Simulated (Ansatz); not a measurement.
Level of theory: Ansatz, DFT, BLYP, plane waves (420 eV) with PAW, scalar-relativistic. The PAW files were generated under PBE, with cores re-solved for the functional.

An element in the dhcp structure gives this curve. The cell is scaled uniformly from the relaxed one, with fractional coordinates and shape fixed. Energies are extrapolated to zero smearing, pressures are those at the given smearing. Magnetic state: spin not included.

```
V (Å³/atom)  E − E₀ (meV/atom)  P (GPa)
     14.934               65.5    11.06
     15.613               28.1     6.80
     16.292                7.2     3.26
     16.971                0.0     0.32
     17.650                4.2    -2.10
     18.328               17.7    -4.09
     19.007               38.8    -5.74
```

Q: Which element is it?
A. osmium
B. iridium
C. niobium
D. phosphorus

A: D. Its fit is V₀ = 17.04 Å³/atom, B₀ = 65 GPa, B₀′ = 3.8.
